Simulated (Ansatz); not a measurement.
K4Si23:
```
CELL_PARAMETERS angstrom
     -5.14638     5.14638     5.14638
      5.14638    -5.14638     5.14638
      5.14638     5.14638    -5.14638
ATOMIC_POSITIONS crystal
  Si 0.00000 0.00000 0.00000
  Si 0.26797 0.26797 0.26797
  Si 0.00000 0.00000 0.73203
  Si 0.00000 0.73203 0.00000
  Si 0.73203 0.00000 0.00000
  Si 0.50000 0.25000 0.75000
  Si 0.50000 0.75000 0.25000
  Si 0.75000 0.50000 0.25000
  Si 0.25000 0.50000 0.75000
  Si 0.25000 0.75000 0.50000
  Si 0.75000 0.25000 0.50000
  Si 0.43953 0.43953 0.16429
  Si 0.27524 0.27524 0.83571
  Si 0.72476 0.56047 0.00000
  Si 0.56047 0.72476 0.00000
  Si 0.16429 0.43953 0.43953
  Si 0.83571 0.27524 0.27524
  Si 0.00000 0.72476 0.56047
  Si 0.00000 0.56047 0.72476
  Si 0.43953 0.16429 0.43953
  Si 0.27524 0.83571 0.27524
  Si 0.56047 0.00000 0.72476
  Si 0.72476 0.00000 0.56047
  K  0.62008 0.62008 0.62008
  K  0.00000 0.00000 0.37992
  K  0.00000 0.37992 0.00000
  K  0.37992 0.00000 0.00000
```

Relaxed with PBE. Special points in fractions of this cell's reciprocal vectors: Γ (0.000, 0.000, 0.000); H (0.500, -0.500, 0.500); N (0.000, 0.000, 0.500); P (0.250, 0.250, 0.250).

List the band energies nearest the Fermi level at these points for DFT-PBE in the program Ansatz with PAW potentials.

In eV from the Fermi level; about four levels below and three above (degenerate sets whole), none deeper than 8.9 eV; points with the same levels are listed once.

```json
[
 {"k": "Γ", "below": "-0.75 -0.08 -0.08 -0.08", "above": "0.46 0.46 0.47 0.47 0.47"},
 {"k": "H", "below": "-0.72 -0.72 -0.72 -0.04", "above": "0.34 0.34 0.34"},
 {"k": "N", "below": "-2.64 -2.52 -2.30 -1.94", "above": "0.04 0.05 0.10 0.11"},
 {"k": "P", "below": "-2.40 -2.40 -2.40 -2.14 -2.02 -2.02", "above": "0.10 0.10 0.10"}
]
```

Space group I-43m. The start of the workflow was typed in or built on a structure type; neither database checked (COD, Materials Project) lists it. COD files the formula under space group No. 223, so this cell is another polymorph or a model. Its standing as an ambient phase is unchecked. Symmetry was held in the PBE relaxation; its stability against distortions is not shown here.

Potentials: the later of the program's two PAW sets.
